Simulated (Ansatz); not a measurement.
Ge (β-Sn type, space group No. 141) under volume change, the program Ansatz at the r²SCAN level (PAW), shape and atoms relaxed at each volume.

```
V (Å³/atom)  E − E(relaxed) (meV/atom)  P (GPa)
-----------  -------------------------  -------
16.986                            43.3     8.99
17.546                            18.1     5.48
18.106                             4.3     2.52
18.665                             0.0    -0.01
19.225                             3.9    -2.16
19.785                            14.7    -3.95
20.345                            31.1    -5.44
```

Question: What does a third-order Birch–Murnaghan fit give for V₀, B₀ and B′?

Answer: V₀ = 18.66 Å³/atom, B₀ = 77.0 GPa, B′ = 4.6.

Space group I4_1/amd (β-Sn type). This is a known high-pressure phase of the composition, computed here at zero pressure and temperature. Symmetry was held in the r²SCAN relaxation; of distortions, only those at the zone centre were tested.

Potentials: the earlier of the program's two PAW sets.
